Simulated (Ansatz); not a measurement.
The relaxed structure here is a generated cell of Be: the first start was made by placing the elements on the sites of a structure type, and the end was not matched to a known phase here, so it may be hypothetical. Known forms of Be include space group No. 194.

A relaxed cell of Be (Fm-3m (No. 225)), relaxed on a k-mesh at least as fine as the one used below. Method: PBEsol (plane waves to 420 eV, PAW, scalar-relativistic; Ansatz, a first-principles code). Γ-centred k-mesh 18×9×18 on the run's cell (coarser than for final values), Fermi–Dirac smearing 0.05 eV.

```
Be
1.0
    0.00000     1.57379     1.57379
    3.14758     0.00000     3.14758
    1.57379     1.57379     0.00000
Be
2
Direct
  0.50000   0.25000   0.50000
  0.50000   0.75000   0.50000
```

The atoms are displaced by (Å):

```tsv
atom	ux	uy	uz
Be1	-0.193	-0.126	-0.108
Be2	-0.015	-0.073	0.089
```

Q: What forces (eV/Å) and pressure result?

A: 
| atom | Fx | Fy | Fz |
|---|---|---|---|
| Be1 | 1.10 | -0.19 | 1.15 |
| Be2 | -1.10 | 0.19 | -1.15 |

Pressure +3.9 GPa.

Q: Estimate the energy cost of the displacement in the harmonic approximation and compare with the calculation.

A: For a harmonic well ΔE = −½ Σ F·u = 0.205 eV a cell, or 103 meV/atom. The calculated energy relative to the undisplaced cell is +0.10 eV/atom, so the harmonic estimate holds well.

No spin polarisation in the result.

The run that gave the undisplaced cell could not lose the symmetry of its start; a randomly shaken copy of 2 atoms returns to this structure.
